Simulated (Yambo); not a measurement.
A G0W0@PBEsol run in Yambo for AlClO (space group Pmmn, No. 59) (4×4×2 Γ-centred k mesh, 165 bands and a 8 Ry block in the screening, 165 bands in G with the Bruneval-Gonze terminator, plasmon pole fitted at 27.2 eV) gives these matrix elements, in eV, at the band edges ((-0.5, 0, 0) → Γ):

```csv
state,E0,<Vxc>,<Σx>,<Σc(E0)>,Z
valence edge,0.000,-14.557,-19.115,2.212,0.817
conduction edge,5.671,-11.601,-6.882,-3.600,0.849
```

Problem. Solve the linearised quasiparticle equation for both states, give the gap, and say how exchange and correlation each act on it.

Solution. E = E0 + Z(Σx + Σc − Vxc). Valence: 0.000 + 0.817 × (-19.115 + (2.212) − (-14.557)) = -1.92 eV. Conduction: 5.671 + 0.849 × (-6.882 + (-3.600) − (-11.601)) = 6.62 eV. The gap is 8.54 eV, against 5.67 eV in PBEsol. Replacing Vxc by bare exchange alone would open it by 9.28 eV; correlation takes back 5.81 eV of that, and Z scales what is left. Nearest settings tried, and what they do to the gap: 105 bands in W, 105 bands in G: +3 meV; 3 Ry block (59 vectors against 239): -356 meV. Not varied: mesh. So the settings aren't converged at that level. 

Geometry relaxed with PBE+D3(BJ); primitive cell a = 3.1473 Å, b = 3.6333 Å, c = 7.8451 Å, α = β = γ = 90.00°.
